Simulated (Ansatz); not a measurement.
Here is the system:

Ge (diamond)

```
CELL_PARAMETERS angstrom
      0.00000     2.83720     2.83720
      2.83720     0.00000     2.83720
      2.83720     2.83720     0.00000
ATOMIC_POSITIONS crystal
  Ge 0.50000 0.50000 0.50000
  Ge 0.75000 0.75000 0.75000
```

The volume is varied about the relaxed value V₀ at fixed cell shape. Symmetry pins the atoms to their sites.

Computed with r2SCAN (plane waves to 500 eV, PAW, scalar-relativistic; Ansatz, a quantum-chemistry and plane-wave program). k mesh 11×11×11 (Γ-centred), Fermi-Dirac smearing 0.05 eV. E stands for the smeared free energy. Stress and pressure are positive under compression. Ge was relaxed with its symmetry unable to fall. ΔE is measured from the relaxed starting cell.

The scan covers V/V₀ from 0.840 to 1.160 in 9 points.

Problem. What is the fitted pressure derivative B₀′?

Solution. 4.8.

Problem. What bulk modulus B₀ follows from a third-order Birch-Murnaghan fit?

Solution. 70.6 GPa.

(A scan under strain: stresses follow from slopes of the energy per volume, elastic moduli from its curvatures.)
